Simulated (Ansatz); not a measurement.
**Cu (fcc)**

Method: LDA, scalar-relativistic; no spin polarisation; PAW, 420 eV, Γ-centred 20×20×20 mesh, 0.05 eV Gaussian smearing; code Ansatz. The datasets are Ansatz's generated set soft_2.

```xyz
1
Lattice="0.0000 1.7593 1.7593 1.7593 0.0000 1.7593 1.7593 1.7593 0.0000" Properties=species:S:1:pos:R:3 pbc="T T T"
Cu    0.0000    0.0000    0.0000
```

Problem. Which orbitals carry the states at the Fermi level, and how many states are there?

Solution. Within 0.1 eV of it: Cu 4s 55 %, Cu 3d 45 % (shares among the projected shells, which hold 78 % of the states there). The density of states at the Fermi level is about 0.29 states/eV per cell, averaged over 0.3 eV.

Density of states (tetrahedra, averaged over 0.5 eV; states/eV per cell of 1 atom; energy in eV from the Fermi level; projections on Löwdin-orthogonalised atomic orbitals, summed over sites):

| E | total | Cu 3d | Cu 4s |
| --- | --- | --- | --- |
| -5.60 | 0.68 | 0.44 | 0.23 |
| -5.10 | 1.18 | 0.99 | 0.19 |
| -4.60 | 1.94 | 1.85 | 0.07 |
| -4.10 | 1.90 | 1.85 | 0.02 |
| -3.60 | 2.88 | 2.74 | 0.08 |
| -3.10 | 3.18 | 3.06 | 0.08 |
| -2.60 | 2.79 | 2.71 | 0.05 |
| -2.10 | 2.92 | 2.86 | 0.04 |
| -1.60 | 2.48 | 2.41 | 0.07 |
| -1.10 | 0.36 | 0.23 | 0.10 |
| -0.60 | 0.32 | 0.16 | 0.12 |
| -0.10 | 0.29 | 0.11 | 0.12 |
| 0.40 | 0.28 | 0.08 | 0.12 |
| 0.90 | 0.26 | 0.06 | 0.11 |
| 1.40 | 0.25 | 0.04 | 0.10 |
| 1.90 | 0.24 | 0.03 | 0.08 |
| 2.40 | 0.21 | 0.02 | 0.07 |
| 2.90 | 0.19 | 0.02 | 0.05 |
| 3.40 | 0.16 | 0.01 | 0.04 |
| 3.90 | 0.13 | 0.01 | 0.03 |
| 4.40 | 0.26 | 0.02 | 0.13 |
| 4.90 | 0.27 | 0.02 | 0.14 |

With 19 valence electrons in the calculation's cell and no magnetic order, the bands, two electrons each, can't all be full or empty: band theory demands a metal. (Only strong correlation, outside this picture, could make a Mott insulator of it.) The relaxed cell is 8 % smaller in volume than the cell of this structure in the Crystallography Open Database (11.79 Å³/atom, 1988).
